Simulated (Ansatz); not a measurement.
ZrTiCo4 (F-43m): electronic heat capacity from the density of states

All numbers below come from Ansatz 0.2.0, DFT r2SCAN, scalar-relativistic, plane waves, PAW.

Cutoff 500 eV; k points 10×10×10 on the computed 6-atom cell (Γ-centred); Gaussian smearing, width 0.10 eV; collinear spin from starting moments -0.37 -0.78 1.63 1.63 1.63 1.63 μB.

Relaxed cell: F-43m, a = 6.824 Å, b = 6.824 Å, c = 6.824 Å, α = 90.00°, β = 90.00°, γ = 90.00°, 6 atoms in the primitive cell. Whether it is the stable form of this composition wasn't checked.

The density of states at the Fermi level is 3.575 states/eV in the cell of 6 atoms (1 formula unit; both spins, tetrahedra on a 15×15×15 mesh). The run ends with a moment of 4.10 μB a cell (largest on a site 1.48 μB), and the figure is for this state; a paramagnetic sample can have a quite different one. Another magnetic order, if the compound takes it, can change N(E_F) and the shape of the cell a good deal.

**Question.** What Sommerfeld coefficient does this give?

**Answer.** Per formula unit N(E_F) = 3.575 states/eV. γ = (π²/3) k_B² N(E_F) N_A = 2.357 mJ/(mol K²) per state/eV, so γ = 8.4 mJ/(mol K²), a mole of formula units. This is the bare band result: a measured γ of the same phase and magnetic order is as a rule larger by a factor 1 + λ from phonons and spin fluctuations. N(E_F) at one energy is sensitive to the mesh where the density of states has sharp peaks.

The state reached may not be the lowest one.

Only this magnetic start was tried.